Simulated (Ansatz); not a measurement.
**What DFT gives for Ti₄Sb₂O**

```yaml
crystal:
  lattice:
    - [0.00000, 4.21149, 0.00000]
    - [4.21149, 0.00000, 0.00000]
    - [2.10574, 2.10574, -7.38657]
  atoms:
    - { symbol: Ti, position: [0.32751, 0.32751, 0.34498] }
    - { symbol: Ti, position: [0.67249, 0.67249, 0.65502] }
    - { symbol: O, position: [0.50000, 0.50000, 0.00000] }
    - { symbol: Sb, position: [0.13680, 0.13680, 0.72640] }
    - { symbol: Sb, position: [0.86320, 0.86320, 0.27360] }
    - { symbol: Ti, position: [0.50000, 0.00000, 0.00000] }
    - { symbol: Ti, position: [0.00000, 0.50000, 0.00000] }
```

Method: r2SCAN, with U_eff = 6.22 eV on Ti d (all-electron-ortho-atomic projectors), collinear spin; PAW, plane waves to 500 eV, 5×5×5 Γ-centred mesh, cold occupations (width 0.154 eV) (Ansatz 0.2.0), atoms fixed.

Magnetic state (reached from a saved solution, and it need not be the lowest): Ti1 up, Ti2 down, Ti6 down, Ti7 up.

Task: What does the stress say?

Result: The pressure is 15.9 GPa (compression positive), so with the atoms held at these fractions the cell would first expand.

Task: Is there a gap, and of what kind?

Result: The gap is 1.88 eV, indirect or between spins (the least direct gap found is 2.57 eV). A semilocal functional usually gives too small a gap.

Task: Describe some of the short contacts.

Result: O–Ti at 2.11 Å: least valence density 0.43 e/Å³ and ELF 0.07 there. Ti–Sb at 2.82 Å: least valence density 0.24 e/Å³ and ELF 0.16 there. Both are smooth PAW fields, read partly inside the augmentation spheres.

Task: Which orbitals make up the band edges?

Result: Within 0.7 eV of the edges, the states project mainly on Sb p (67 %) and Ti d (27 %) below the gap and on Ti d (63 %) and Ti s (20 %) above it.

Task: Where is the largest force?

Result: The largest is on Ti2 (and as large on other atoms): 0.58 eV/Å, components (0.07, -0.02, -0.57). It makes 7° with the line to a nearest neighbour, O3 at 2.55 Å, pointing towards it.

Origin: a known structure type with other elements, at an estimated volume, so it need not be a known compound. Caveats: no spin-orbit coupling, which can shift this gap by tenths of an eV; atoms or cell far from equilibrium; wide smearing; the mesh misses a band edge that the path finds.
